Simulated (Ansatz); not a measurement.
**LaB6: relaxation (Ansatz)**

The command:

```bash
ansatz run input.yaml --threads 1 --pin off --max-ram 2560MiB --backend cpu --events-out ev --progress --plain --runs-dir out
```

The input file (Ansatz 0.2.0, plane waves):

```yaml
crystal:
  lattice:
    - [4.166936, 0.0, 0.0]
    - [0.0, 4.166936, 0.0]
    - [0.0, 0.0, 4.166936]
  atoms:
    - { symbol: La, position: [0.0, 0.0, 0.0] }
    - { symbol: B, position: [0.19853, 0.5, 0.5] }
    - { symbol: B, position: [0.5, 0.19853, 0.5] }
    - { symbol: B, position: [0.80147, 0.5, 0.5] }
    - { symbol: B, position: [0.5, 0.80147, 0.5] }
    - { symbol: B, position: [0.5, 0.5, 0.19853] }
    - { symbol: B, position: [0.5, 0.5, 0.80147] }
  symmetry: { tolerance: 0.0003 }
kpoints:
  mp_grid: { grid: [4, 4, 4], shift: [0, 0, 0] }
magnetization:
  spin_polarized: false
scf:
  occupations: { method: fermi_dirac, width: 0.0321 }
  lower_state_search: "off"
hamiltonian:
  pseudopotentials: { kind: paw }
  xc: pbe
basis:
  ecutwfc: 420
output:
  forces: true
  stress: true
  eigenvalues: true
  write_density: true
  write_potential: true
  elf: true
  volumetric_format: npy
relax:
  max_steps: 40
  cell: {}
```

Origin of the cell: a database entry, scaled a little.

Output (shortened):

```
SCF iter   1: F=—  HF=-7189.445001 eV  Δρ=2.94e-3  dr2=6.68e-3  defer=1
SCF iter   2: F=—  HF=-7189.443230 eV  Δρ=1.20e-3  dr2=9.13e-4  defer=14
SCF iter   3: F=—  HF=-7189.443137 eV  Δρ=3.82e-4  dr2=8.82e-5  defer=14
SCF iter   4: F=—  HF=-7189.443163 eV  Δρ=5.70e-5  dr2=2.23e-6  defer=14
SCF iter   5: F=-7189.443163 eV  HF=-7189.443163 eV  Δρ=1.10e-5  dr2=9.27e-8  defer=14
SCF iter   6: F=-7189.443163 eV  HF=-7189.443163 eV  Δρ=1.30e-6  dr2=7.43e-10
relax step   1: F+E_penalty+E_count = -7189.443163 eV  Δ(F+E_penalty+E_count) = +0.000e0 eV  max|allowed force component| = 2.777e-1 eV/Å  Δτ_max = 0.0000 Å  P = -1.615 GPa  Ω = 72.352 Å³  (6 […]
relax step   2: F+E_penalty+E_count = -7189.448335 eV  Δ(F+E_penalty+E_count) = -5.171e-3 eV  max|allowed force component| = 1.723e-1 eV/Å  Δτ_max = 0.0015 Å  P = -0.665 GPa  Ω = 71.983 Å³  e […]
relax step   3: F+E_penalty+E_count = -7189.450424 eV  Δ(F+E_penalty+E_count) = -2.089e-3 eV  max|allowed force component| = 2.008e-2 eV/Å  Δτ_max = 0.0030 Å  P = -0.054 GPa  Ω = 71.790 Å³  e […]
relax step   4: F+E_penalty+E_count = -7189.450512 eV  Δ(F+E_penalty+E_count) = -8.795e-5 eV  max|allowed force component| = 1.715e-3 eV/Å  Δτ_max = 0.0004 Å  P = +0.028 GPa  Ω = 71.749 Å³  e […]
relax step   5: F+E_penalty+E_count = -7189.449561 eV  Δ(F+E_penalty+E_count) = +9.513e-4 eV  max|allowed force component| = 1.222e-3 eV/Å  Δτ_max = 0.0000 Å  P = +0.015 GPa  Ω = 71.749 Å³  stress off target by 1.50e-2 GPa […]
SCF 5 converged in 4 iterations: F = -7189.449561 eV  dr2 = 6.30e-11
basis re-selected at this cell: Δ(F+E_penalty+E_count) = +9.513e-4 eV, ΔP = -0.013 GPa vs the last step (what re-selecting the basis moved, of the pressure what is left beyond the Pulay corre […]
SCF converged after 4 iterations
Free energy (F): -7189.449561 eV
Harris-Foulkes:  -7189.449561 eV  (|F-HF|=2.27e-11)
Internal energy: -7189.442415 eV  (E = F + TS)
E sigma→0 (E₀):  -7189.445988 eV
Entropy (-TS):   -0.007146 eV (-1.021 meV/atom)
Fermi energy:    12.129873 eV
--- Per-component energies (eV) ---
  E_band       = 48.427114
  E_kinetic    = 492.240537
  E_local      = -387.149330  (includes V_loc(G=0)·N_el)
  E_nonlocal   = 166.358549
  E_hartree    = 119.474751
  E_xc         = -334.982127
  E_vxc        = -380.170915  (∫ρ·V_xc dr)
  E_paw        = -5889.994203  (= ΣΔE_a)
  E_vpaw       = -81.801174  (= ΣTr[D̂ρ^β])
  E_aug_tail   = -0.000017  (compensation charges beyond the density's cutoff)
  E_ewald      = -1355.390574
  E_smearing   = -0.007146  (= −TS)
  Σ components = -7189.449561   (vs F -7189.449561, Δ=0.00e0)
--- Forces (eV/Å), atoms counted from 1 ---
  atom   1  La    -0.000000     0.000000    -0.000000
  atom   2  B      0.001223    -0.000000     0.000000
  atom   3  B      0.000000     0.001223     0.000000
  atom   4  B     -0.001223     0.000000    -0.000000
  atom   5  B     -0.000000    -0.001223     0.000000
  atom   6  B     -0.000000    -0.000000     0.001223
  atom   7  B      0.000000     0.000000    -0.001223
  max |Σ_I F_I| component: 3.01e-17 eV/Å
--- Stress (GPa, compression-positive) ---
        0.014974       0.000000      -0.000000
        0.000000       0.014974      -0.000000
       -0.000000      -0.000000       0.014974
  P = ⅓ Tr σ = 0.0150 GPa (0.150 kbar)
--- Relaxed structure (4 steps of the walk, 4 accepted, 1 SCFs on fresh bases) ---
  F+E_penalty+E_count = -7189.449561 eV   max|allowed force component| = 1.222e-3 eV/Å   (the final SCF, on the basis selected at the relaxed cell)
  cell:  # Å, volume = 71.7487 Å³
    - [4.155322, 0.0, 0.0]
    - [0.0, 4.155322, 0.0]
    - [0.0, 0.0, 4.155322]
  atoms:
    - { symbol: La, position: [0.0, 0.0, 0.0] }
    - { symbol: B, position: [0.199503, 0.5, 0.5] }
    - { symbol: B, position: [0.5, 0.199503, 0.5] }
    - { symbol: B, position: [0.800497, 0.5, 0.5] }
    - { symbol: B, position: [0.5, 0.800497, 0.5] }
    - { symbol: B, position: [0.5, 0.5, 0.199503] }
    - { symbol: B, position: [0.5, 0.5, 0.800497] }
```

Caveats: no moments, though an odd count or open d shells may carry them; no spin-orbit coupling, though heavy elements are present; the k mesh is coarse if the cell is a metal; the relaxation held the start's symmetry, so the end may be a saddle point.

Time: 3.2 s of wall time on 1 CPU thread(s) of a shared host, from the program's own first density.
